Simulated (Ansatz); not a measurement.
Input:

LuB$_{2}$Os$_{3}$:
```xyz
6
Lattice="5.4728 0.0000 0.0000 -2.7364 4.7396 0.0000 0.0000 0.0000 2.9957" Properties=species:S:1:pos:R:3 pbc="T T T"
B      0.0000     3.1597     0.0000
B      2.7364     1.5799     0.0000
Os     2.7364     0.0000     1.4979
Os     1.3682     2.3698     1.4979
Os    -1.3682     2.3698     1.4979
Lu     0.0000     0.0000     0.0000
```

This is the PBEsol-relaxed structure. x, y and z are the axes in which the lattice vectors are written.

All from PBEsol in the plane-wave PAW code Ansatz, unless another level is named. Give the bulk modulus (Birch–Murnaghan fit).

281 GPa.

Next, the elastic constants (relaxed ions, GPa)?

C11 = 432, C12 = 225, C13 = 184, C33 = 481, C44 = 165.

Space group P6/mmm. The workflow started from an entry of the Crystallography Open Database (COD). Whether it is the stable phase at ambient conditions was not checked. The cell was relaxed with PBEsol under the symmetry of its start; its stability against distortions is not shown here. No spin polarisation was allowed. As this level gives no gap, shear constants depend on the k-mesh and smearing (Fermi–Dirac, 0.1 eV here). Spin–orbit coupling is left out wherever it is not named.

Potentials: the later of the program's two PAW sets.
